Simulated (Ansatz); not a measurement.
# Co7Mo6, first-principles data

Co7Mo6:
```
Co7Mo6
1.0
    2.34526     1.35403     8.37807
   -2.34526     1.35403     8.37807
    0.00000    -2.70807     8.37807
Co Mo
7 6
Cartesian
 -1.17028   0.67566   6.44813
  1.17028  -0.67566  18.68609
  0.00000  -1.35132   6.44813
  0.00000   1.35132  18.68609
  1.17028   0.67566   6.44813
 -1.17028  -0.67566  18.68609
  0.00000   0.00000   0.00000
  0.00000   0.00000  20.97086
  0.00000   0.00000   4.16336
  0.00000   0.00000  16.40843
  0.00000   0.00000   8.72578
  0.00000   0.00000  11.32557
  0.00000   0.00000  13.80865
```
The run is spin-polarised; directions of the spins, atom by atom: 0 0 0 0 0 0 ↑ 0 0 0 0 0 0.

Space group R-3m (No. 166); conventional cell a = b = 4.691 Å, c = 25.134 Å, α = β = 90.00°, γ = 120.00°.

Method: DFT-PBEsol in the program Ansatz with PAW potentials. Structure relaxed to zero pressure with the same functional. Other levels are named where they apply.

### Cell and energy

```
Property                                                        Value
-----------------------------------------------------  --------------
Volume per atom                                              12.28 Å³
Density                                                   10.28 g/cm³
Formation energy from the elements (no fitted shifts)  -0.067 eV/atom
```

### Electronic structure

```
Property                                                                     Value
------------------------------------  --------------------------------------------
Electronic character                                             metallic (no gap)
Density of states at the Fermi level  0.94 states/eV per atom (mean over ±0.08 eV)
```

### Magnetism

```
Item                      Result
--------------  ----------------
Magnetic order     ferromagnetic
Net moment      0.14 μB per atom
```

### Mechanics

```
Item                                   Result
----------------------------------  ---------
Bulk modulus (Birch–Murnaghan fit)  2900 kbar
Pressure derivative B′                    4.5
```

The workflow started from a Materials Project entry (that database holds measured and hypothetical structures alike); the Crystallography Open Database files this formula in space group No. 166, but the cells were not matched. Whether it is the stable phase at ambient conditions was not checked. The cell was relaxed with PBEsol under the symmetry of its start; whether a distortion lowers the energy is not shown. The final state is ferromagnetic, the only order run, not a proven ground state. Axis ratios of metals converge slowly with the k-mesh, so a and c are less sure than the volume. The references are the lowest solids computed at this level, not always the standard phases. Scalar-relativistic: spin–orbit coupling is off unless named, which matters more the heavier the elements.

Potentials: the later of the program's two PAW sets.
